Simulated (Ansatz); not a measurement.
Cu3Si:
Space group I4/mmm (No. 139); a = b = 3.584 Å, c = 7.161 Å, α = β = γ = 90.00°

```tsv
atom	site	symmetry	x	y	z
Si	2a	4/mmm	0.0000	0.0000	0.0000
Cu	4d	-4m2	0.0000	0.5000	0.2500
Cu	2b	4/mmm	0.0000	0.0000	0.5000
```
(The calculation used a cell of 4 atoms; values per cell refer to that cell.)

This is the PBEsol-relaxed structure.

Q: All from PBEsol (plane waves, PAW; program Ansatz), unless another level is named. Give the electronic character.

A: metallic (no gap).

Q: And the density of states at the Fermi level?

A: 0.24 states/eV per atom (mean over ±0.08 eV).

Q: Predict the formation energy from the elements (no fitted shifts).

A: -0.097 eV/atom.

The workflow started from a Materials Project entry (that database holds measured and hypothetical structures alike); the Crystallography Open Database copy checked does not list it. Whether it is the stable phase at ambient conditions was not checked. The cell was relaxed with PBEsol under the symmetry of its start; whether a distortion lowers the energy is not shown. The run is not spin-polarised. The references are the lowest solids computed at this level, not always the standard phases.

Potentials: the later of the program's two PAW sets.
